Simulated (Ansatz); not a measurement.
## ZrVSi: do energies and stresses tell the same story?

Computed with DFT r2SCAN, scalar-relativistic, plane waves, PAW (Ansatz 0.2.0).

Plane waves to 500 eV, a k mesh through Γ of 10×10×6 on the computed 6-atom cell and Gaussian smearing (0.10 eV); no spin polarisation.

Relaxed cell: P4/nmm, a = 3.678 Å, b = 3.678 Å, c = 7.231 Å, α = 90.00°, β = 90.00°, γ = 90.00°, 6 atoms in the primitive cell. Whether it is the stable form of this composition wasn't checked.

Energies at zero smearing and pressures from the stress tensor, at volumes with shape and atoms relaxed:
```json
{"V (Å³/atom)": "14.350", "E − E(first) (meV/atom)": "0.00", "P (GPa)": "26.67"}
{"V (Å³/atom)": "14.839", "E − E(first) (meV/atom)": "-68.49", "P (GPa)": "18.44"}
{"V (Å³/atom)": "15.328", "E − E(first) (meV/atom)": "-113.71", "P (GPa)": "11.37"}
{"V (Å³/atom)": "15.817", "E − E(first) (meV/atom)": "-138.88", "P (GPa)": "5.27"}
{"V (Å³/atom)": "16.306", "E − E(first) (meV/atom)": "-146.73", "P (GPa)": "0.01"}
{"V (Å³/atom)": "16.796", "E − E(first) (meV/atom)": "-139.65", "P (GPa)": "-4.51"}
{"V (Å³/atom)": "17.285", "E − E(first) (meV/atom)": "-119.74", "P (GPa)": "-8.40"}
{"V (Å³/atom)": "17.937", "E − E(first) (meV/atom)": "-76.34", "P (GPa)": "-12.74"}
```

Check P = −dE/dV between neighbouring volumes, and get the bulk modulus from the pressures alone.

With 1 eV/Å³ = 160.2 GPa:
```tsv
middle V (Å³/atom)	−ΔE/ΔV (GPa)	mean P (GPa)
14.594	22.431	22.558
15.083	14.811	14.906
15.573	8.243	8.320
16.062	2.571	2.642
16.551	-2.318	-2.250
17.040	-6.521	-6.459
17.611	-10.660	-10.571
```

The two differ by 0.13 GPa at most. The mean of two end pressures misses the average over a step by about ΔV² P″/12, up to 0.10 GPa here; with that taken off 0.03 GPa remains. The stress is the derivative of the free energy, not of the energy at zero smearing, and with free energies 0.00 GPa remains. Around V = 16.306 Å³/atom, the two neighbours give B = −V ΔP/ΔV = 16.306 × 9.79 / 0.978 = 163.1 GPa, against B0 = 162.1 GPa from the Birch–Murnaghan fit of the energies.

A ferromagnetic start lost its moments in a first run, so spin was left out; other magnetic orders weren't tried.